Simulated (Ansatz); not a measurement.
Is this Be₃ZnSe₄ structure stable?

It was reached by relaxing an invented guess, and it needn't be the stable form of this composition.

Computed with DFT PBE, scalar-relativistic, plane waves, PAW in Ansatz 0.2.0. The final run on the 8-atom cell used 420 eV, a Γ-centred 4×4×4 mesh, 0.02 eV smearing and no spin polarisation.

```cif
data_structure
_symmetry_space_group_name_H-M 'P-43m'
_symmetry_Int_Tables_number 215
_cell_length_a 5.3200
_cell_length_b 5.3200
_cell_length_c 5.3200
_cell_angle_alpha 90.000
_cell_angle_beta 90.000
_cell_angle_gamma 90.000
_cell_volume 150.57
loop_
_atom_site_label
_atom_site_type_symbol
_atom_site_symmetry_multiplicity
_atom_site_Wyckoff_symbol
_atom_site_fract_x
_atom_site_fract_y
_atom_site_fract_z
_atom_site_occupancy
Be1 Be 3 d 0.50000 0.00000 0.00000 1
Zn1 Zn 1 b 0.50000 0.50000 0.50000 1
Se1 Se 4 e 0.76277 0.23723 0.76277 1
```

The zero of energy is the elements' standard structures at the same level; no fitted shifts are applied.

Question: These tests were run: energy against the elements; random kick, then relaxation without symmetry; phonons at Γ; elastic tensor. What do they show?

Answer:

```tsv
test	result
energy against the elements	−0.748 eV/atom
random kick, then relaxation without symmetry	returns
phonons at Γ	lowest optical mode 102 cm⁻¹
elastic tensor	least eigenvalue 55 GPa
```

It fails none of these tests. Other phases of the system weren't compared here, so this isn't yet thermodynamic stability. Phonons away from Γ weren't computed.

The reference form of Se is held partly by dispersion forces, which this level lacks. The kick test ran on a coarse mesh. The run for the phonons used a 4×4×4 k mesh. The run for the elastic tensor used a 4×4×4 k mesh.
